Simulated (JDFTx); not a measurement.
An input for a modified build of JDFTx (Mo(100), linear PCM (GLSSA13), water, 1 M NaF; bohr, hartree) and the course of its log:

```
lattice \
  5.9859342669 0.0000000000 0.0000000000 \
  0.0000000000 5.9859342669 0.0000000000 \
  0.0000000000 0.0000000000 42.1408925792
coords-type Lattice
ion Mo 0.0000000000 0.0000000000 -0.1420457400 0
ion Mo 0.5000000000 0.5000000000 -0.0710228700 0
ion Mo 0.0000000000 0.0000000000 0.0000000000 0
ion Mo 0.5000000000 0.5000000000 0.0710228700 0
ion Mo 0.0000000000 0.0000000000 0.1420457400 0
ion-species pseudo/mo_pbe_v1.upf
elec-cutoff 20 100
elec-ex-corr gga-PBE
coulomb-interaction Slab 001
coulomb-truncation-embed 0 0 0
kpoint-folding 8 8 1
elec-smearing Fermi 0.01
elec-n-bands 47
electronic-scf nIterations 100 energyDiffThreshold 1e-08
fluid LinearPCM
pcm-variant GLSSA13
fluid-solvent H2O
fluid-cation Na+ 1
fluid-anion F- 1
fluid-minimize nIterations 400 knormThreshold 1e-11
wavefunction read vac.wfns
elec-initial-eigenvals vac.eigenvals
dump-name f0.$VAR
dump End State Ecomponents EigStats BandEigs Forces ElecDensity IonicPositions Fillings Kpoints Dtot FluidDebug BoundCharge FluidDensity
```

```
[one cycle in 5 is shown, and the last three; fluid-solver lines are left out]
	FillingsUpdate:  mu: -0.134526338  nElectrons: 70.000000
SCF: Cycle:  0   F: -342.108831013930342   dF: +1.111e-04   |Residual|: 4.223e-03   |deigs|: 2.487e-05
	FillingsUpdate:  mu: -0.128159622  nElectrons: 70.000000
SCF: Cycle:  5   F: -342.109190750215816   dF: -5.590e-07   |Residual|: 4.011e-04   |deigs|: 8.629e-04
	FillingsUpdate:  mu: -0.127572793  nElectrons: 70.000000
SCF: Cycle: 10   F: -342.109193144157757   dF: -1.704e-07   |Residual|: 6.387e-05   |deigs|: 2.779e-05
	FillingsUpdate:  mu: -0.127542122  nElectrons: 70.000000
SCF: Cycle: 15   F: -342.109193105257134   dF: +1.331e-07   |Residual|: 7.366e-05   |deigs|: 2.211e-05
	FillingsUpdate:  mu: -0.127605371  nElectrons: 70.000000
SCF: Cycle: 20   F: -342.109193170803223   dF: +7.668e-08   |Residual|: 5.048e-05   |deigs|: 1.698e-05
	FillingsUpdate:  mu: -0.127585368  nElectrons: 70.000000
SCF: Cycle: 25   F: -342.109193250741271   dF: +3.849e-09   |Residual|: 1.712e-05   |deigs|: 1.764e-06
	FillingsUpdate:  mu: -0.127599130  nElectrons: 70.000000
SCF: Cycle: 30   F: -342.109193201991673   dF: +4.814e-08   |Residual|: 3.899e-05   |deigs|: 1.007e-05
	FillingsUpdate:  mu: -0.127585982  nElectrons: 70.000000
SCF: Cycle: 35   F: -342.109193219922076   dF: +3.399e-08   |Residual|: 3.937e-05   |deigs|: 1.158e-05
	FillingsUpdate:  mu: -0.127573187  nElectrons: 70.000000
SCF: Cycle: 40   F: -342.109193256556466   dF: +3.695e-12   |Residual|: 9.342e-06   |deigs|: 1.987e-06
	FillingsUpdate:  mu: -0.127570313  nElectrons: 70.000000
SCF: Cycle: 45   F: -342.109193246866084   dF: +8.400e-10   |Residual|: 3.771e-05   |deigs|: 3.360e-06
	FillingsUpdate:  mu: -0.127595904  nElectrons: 70.000000
SCF: Cycle: 50   F: -342.109193131019822   dF: +1.239e-07   |Residual|: 6.971e-05   |deigs|: 1.065e-05
	FillingsUpdate:  mu: -0.127570542  nElectrons: 70.000000
SCF: Cycle: 55   F: -342.109193241382627   dF: -1.798e-08   |Residual|: 4.193e-05   |deigs|: 1.432e-05
	FillingsUpdate:  mu: -0.127594084  nElectrons: 70.000000
SCF: Cycle: 60   F: -342.109193253554110   dF: -3.048e-08   |Residual|: 1.308e-05   |deigs|: 3.322e-05
	FillingsUpdate:  mu: -0.127573283  nElectrons: 70.000000
SCF: Cycle: 65   F: -342.109193237787679   dF: -1.784e-08   |Residual|: 4.058e-05   |deigs|: 9.480e-06
	FillingsUpdate:  mu: -0.127581553  nElectrons: 70.000000
SCF: Cycle: 70   F: -342.109193248145402   dF: -4.043e-09   |Residual|: 3.485e-05   |deigs|: 6.594e-06
	FillingsUpdate:  mu: -0.127572257  nElectrons: 70.000000
SCF: Cycle: 75   F: -342.109193232848156   dF: -2.134e-08   |Residual|: 4.353e-05   |deigs|: 9.249e-06
	FillingsUpdate:  mu: -0.127600074  nElectrons: 70.000000
SCF: Cycle: 80   F: -342.109193058445271   dF: -4.150e-07   |Residual|: 9.129e-05   |deigs|: 2.705e-05
	FillingsUpdate:  mu: -0.127612095  nElectrons: 70.000000
SCF: Cycle: 85   F: -342.109193051617240   dF: -3.736e-08   |Residual|: 8.678e-05   |deigs|: 3.161e-06
	FillingsUpdate:  mu: -0.127575664  nElectrons: 70.000000
SCF: Cycle: 90   F: -342.109193254328318   dF: -1.736e-07   |Residual|: 2.166e-05   |deigs|: 4.395e-05
	FillingsUpdate:  mu: -0.127602455  nElectrons: 70.000000
SCF: Cycle: 95   F: -342.109193228148570   dF: +2.738e-08   |Residual|: 3.034e-05   |deigs|: 2.340e-05
	FillingsUpdate:  mu: -0.127593835  nElectrons: 70.000000
SCF: Cycle: 97   F: -342.109193235729265   dF: +1.707e-08   |Residual|: 3.880e-05   |deigs|: 8.631e-06
	FillingsUpdate:  mu: -0.127627216  nElectrons: 70.000000
SCF: Cycle: 98   F: -342.109193103532675   dF: +1.322e-07   |Residual|: 6.141e-05   |deigs|: 3.997e-05
	FillingsUpdate:  mu: -0.127613384  nElectrons: 70.000000
SCF: Cycle: 99   F: -342.109193226525690   dF: -1.230e-07   |Residual|: 2.697e-05   |deigs|: 1.674e-05
SCF: None of the convergence criteria satisfied after 100 iterations.
IonicMinimize: Iter:   0  F: -342.109193226525690  |grad|_K:  0.000e+00
IonicMinimize: Converged (|grad|_K<1.000000e-04).
```

This run gave no converged result. The loop ran out of cycles short of its threshold. It has stalled and not diverged: the last ten energies span 2e-07 Ha, so the total is near its end, but levels, forces and charges aren't shown converged.
